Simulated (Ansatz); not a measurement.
Sc (beta tin type), DFT, PBEsol, all-electron LAPW, scalar-relativistic (Ansatz 0.2.0), on 1 thread of Arm Neoverse V2 (shared host).

Command: `ansatz run input.yaml --threads 1 --pin off --max-ram 3584MiB --backend cpu --events-out ev --progress --plain --runs-dir out`

```yaml
crystal:
  lattice:
    - [-2.7781641332, 2.7781641332, 1.54049291]
    - [2.7781641332, -2.7781641332, 1.54049291]
    - [2.7781641332, 2.7781641332, -1.54049291]
  atoms:
    - { symbol: Sc, position: [-0.375, -0.125, -0.25] }
    - { symbol: Sc, position: [0.375, 0.125, 0.25] }
kpoints:
  mp_grid: { grid: [14, 14, 14] }
scf:
  occupations: { method: fermi_dirac, width: 0.05 }
hamiltonian:
  xc: pbesol
  pseudopotentials: { kind: all_electron, lapw: { basis_error: 0.0005 } }
output:
  forces: true
  stress: true
  eigenvalues: true
relax:
  f_tol: 0.005
  max_steps: 12
  cell: { p_target: -0.46, stress_tol: 0.03 }
```

(1) How large is the problem that the program sets up?

(2) About how long does it take, and how much memory?

Answers

(1) 244 irreducible k-points, 407 plane waves at Γ, 15 bands.

(2) 45 s of wall time for 9 SCF iterations over 1 geometries, with a peak of 0.58 GiB. Times on shared machines scatter by tens of per cent.
